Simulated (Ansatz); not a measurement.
ZnCu₂SnS₄:
```cif
data_Cu2S4SnZn
_chemical_formula_sum 'Cu2 Zn1 Sn1 S4'
_space_group_name_H-M_alt 'P 1'
_space_group_IT_number 1
_cell_length_a 6.62793
_cell_length_b 6.62793
_cell_length_c 6.62793
_cell_angle_alpha 131.788
_cell_angle_beta 131.788
_cell_angle_gamma 70.564
loop_
_space_group_symop_operation_xyz
  'x, y, z'
loop_
_atom_site_label
_atom_site_type_symbol
_atom_site_fract_x
_atom_site_fract_y
_atom_site_fract_z
_atom_site_occupancy
Cu1 Cu 0.00000 0.00000 0.00000 1
Cu2 Cu 0.75000 0.25000 0.50000 1
Zn1 Zn 0.25000 0.75000 0.50000 1
Sn1 Sn 0.50000 0.50000 0.00000 1
S1 S 0.63518 0.62871 0.52216 1
S2 S 0.10655 0.11302 0.47784 1
S3 S 0.37129 0.89345 0.00647 1
S4 S 0.88698 0.36482 0.99353 1
```

Relaxed with r²SCAN. DFT-r²SCAN in the program Ansatz with PAW potentials gives a gap of 0.47 eV.

Question: What gap does HSE06 give on the same cell (Ansatz, PAW)?

Answer: 1.31 eV, 0.84 eV more. The hybrid was solved on a coarser mesh and at special points; its gap is the smallest among all of these.

Cost on shared cores: the r²SCAN run (SCF on a 7×7×7 mesh, then bands and DOS) roughly 8 core-minutes, the HSE06 run (SCF on 4×4×4, then a few points) very roughly 6 core-minutes; the tasks are unlike.

Space group I-4. The r²SCAN relaxation kept the symmetry of its start. No spin polarisation was allowed. Scalar-relativistic: spin–orbit coupling is off unless named, which matters more the heavier the elements.

Potentials: the later of the program's two PAW sets.
